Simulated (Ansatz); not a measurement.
AlP in space group P-6m2 (No. 187; Al on 1a, P on 1f) under volume change, the program Ansatz at the PBE level (PAW), shape and atoms relaxed at each volume.

| V (Å³/atom) | E − E(relaxed) (meV/atom) | P (GPa) |
|---|---|---|
| 15.337 | 44.7 | 10.23 |
| 15.842 | ___ | ___ |
| 16.348 | 4.4 | 2.90 |
| 16.854 | 0.0 | 0.00 |
| 17.359 | 4.0 | -2.46 |
| 17.865 | ___ | ___ |
| 18.370 | 32.4 | -6.35 |

**Question.** What belongs in the gaps?

**Answer.** 
- 15.842, E − E(relaxed) (meV/atom): 18.8
- 15.842, P (GPa): 6.28
- 17.865, E − E(relaxed) (meV/atom): 15.1
- 17.865, P (GPa): -4.55

**Question.** What does a third-order Birch–Murnaghan fit give for V₀, B₀ and B′?

**Answer.** V₀ = 16.86 Å³/atom, B₀ = 88.6 GPa, B′ = 4.3.

A made-up cell: these elements were put on the sites of a structure type; neither database checked (COD, Materials Project) lists it. It is not the phase usual at ambient conditions (space group No. 216). The PBE relaxation kept the symmetry of its start; whether a distortion lowers the energy is not shown.

Potentials: the later of the program's two PAW sets.
